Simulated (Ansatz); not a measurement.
With PBEsol (plane waves, PAW; program Ansatz), La in the dhcp (α-La type) structure (P6_3/mmc) relaxes to a = 3.649 Å, c = 11.757 Å.

Electronic character: metallic (no gap). Gap from PBEsol with spin–orbit coupling: none (metallic).

An equation-of-state fit gives a bulk modulus of 26.7 GPa. The relaxed-ion elastic constants in GPa are C11 = 54.8, C12 = 17.2, C13 = 9.2, C33 = 61.1, C44 = 15.7. The elastic constants imply a Debye temperature near 169 K. The highest mode at Γ lies at 81 cm^-1.

The cell was relaxed with PBEsol under the symmetry of its start; of distortions, only those at the zone centre were tested. As this level gives no gap, shear constants depend on the k-mesh and smearing (Fermi–Dirac, 0.1 eV here). As this level gives no gap, phonon frequencies hold no LO–TO term and depend on the k-mesh and smearing (Fermi–Dirac, 0.1 eV here). Axis ratios of metals converge slowly with the k-mesh, so a and c are less sure than the volume. Spin–orbit coupling is left out wherever it is not named.

Potentials: the earlier of the program's two PAW sets.
